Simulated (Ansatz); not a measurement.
BeS (rock salt, Fm-3m), r²SCAN in the plane-wave PAW code Ansatz. The conduction-band minimum lies at X, with 3 equivalent valleys. Second derivatives d²E/dk² of the lowest band at one valley (eV·Å²), along Cartesian directions:

```
direction  d²E/dk²
---------  -------
[100]        8.418
[010]        27.03
[001]        27.03
[110]        17.72
[101]        17.72
[011]        27.00
```

Find the principal effective masses, the density-of-states mass and the conductivity mass.

Off-diagonal terms follow from H_xy = H[110] − (H_xx + H_yy)/2, and m*/mₑ = 7.620 eV·Å² over each eigenvalue: 0.28, 0.28, 0.91. One valley's DOS mass (m₁m₂m₃)^(1/3) = 0.42, conductivity mass 3/(Σ 1/mᵢ) = 0.37 mₑ.

What effective density of states Nc follows at 300 K for parabolic valleys?

Nc = 2.509e19 × 3 × (0.42)^(3/2) ≈ 2.0e19 cm⁻³.

The start of the workflow was typed in or built on a structure type; neither database checked (COD, Materials Project) lists it. COD files the formula under space group No. 216, so this cell is another polymorph or a model. Whether it is the stable phase at ambient conditions was not checked. The cell was relaxed with r²SCAN under the symmetry of its start; whether a distortion lowers the energy is not shown.

Potentials: the earlier of the program's two PAW sets.

Edges and masses are those of Kohn–Sham bands, whose gap is no quasiparticle gap.
